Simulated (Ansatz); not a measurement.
Au (hcp (Mg type), P6_3/mmc) under volume change, plane-wave PAW r²SCAN+D4 (Ansatz code), shape and atoms relaxed at each volume.

| V (Å³/atom) | E − E(relaxed) (meV/atom) | P (GPa) |
|---|---|---|
| 15.821 | 85.8 | 19.61 |
| 16.342 | 35.3 | 11.68 |
| 16.864 | 8.2 | 5.22 |
| 17.385 | 0.0 | 0.00 |
| 17.907 | 7.1 | -4.24 |
| 18.428 | 26.7 | -7.69 |
| 18.950 | 56.5 | -10.46 |

### Question
What does a third-order Birch–Murnaghan fit give for V₀, B₀ and B′?

### Answer
V₀ = 17.38 Å³/atom, B₀ = 157 GPa, B′ = 6.0.

The workflow started from a Materials Project entry (that database holds measured and hypothetical structures alike); the Crystallography Open Database files this formula in space group No. 194, but the cells were not matched. It is not the phase usual at ambient conditions (space group No. 225). The cell was relaxed with r²SCAN+D4 under the symmetry of its start; its stability against distortions is not shown here. The pairwise dispersion correction was not fitted to metals. Spin–orbit coupling is left out wherever it is not named.

Potentials: the later of the program's two PAW sets.
